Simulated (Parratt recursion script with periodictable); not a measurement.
## How thick is the Mo film? Neutron reflectivity on Si

| layer, from the top | thickness (Å) | density (g/cm³) | rms roughness of its top face (Å) | ρ (10⁻⁶ Å⁻²) | ρ″ (10⁻⁶ Å⁻²) |
|---|---|---|---|---|---|
| Mo | ? | 10.026 | 7.7 | 4.226 | 4.340 × 10⁻⁴ |
| Si (substrate) | – | 2.313 | 1.7 | 2.059 | 2.358 × 10⁻⁵ |

ρ and ρ″ are the real and imaginary parts of the scattering length density. Vacuum lies above.

Densities are inputs, not measurements. They were set from computed cells of the Materials Project: Mo from entry mp-129 (Im-3m, 10.026 g/cm³); Si from entry mp-149 (Fd-3m, 2.313 g/cm³). A layer's crystal structure does not enter its constants, only its composition and density.

Calculation: specular neutron reflectivity, Parratt recursion, Névot-Croce roughness, natural isotopes, no magnetic scattering; Parratt recursion script with periodictable 1.7.1.

Neutron wavelength 4.1 Å. Q is scanned from 0.004 to 0.3 Å⁻¹ in 600 evenly spaced points, and the curve is smoothed with a Gaussian of 0.001 Å⁻¹ full width. A minimum is a scan point below both neighbours, placed by a parabola through ln R at the three points.

All minima between 0.03 and 0.11 Å⁻¹: Q = 0.0347, 0.0444, 0.0544, 0.0646, 0.0748, 0.0851, 0.0954, 0.1058 Å⁻¹.

Problem. Find the film thickness d from the minima.

Solution. For consecutive orders m, Q² = 16πρ + (2πm/d)², so u = (Q² − 16πρ)^½ rises by 2π/d from one minimum to the next. The film has 16πρ = 212.4 × 10⁻⁶ Å⁻², and u is 0.0315, 0.0419, 0.0524, 0.0629, 0.0734, 0.0838, 0.0943, 0.1048 Å⁻¹. A straight line through u against the count of the minimum has slope 0.01047 Å⁻¹, so d = 2π/slope = 600.1 Å.

The run used d = 600 Å; the estimate misses by 0.1 Å. The spacing of the first two listed minima alone, with ρ left out, gives 2π/ΔQ = 647.8 Å, 8.0 % too high.
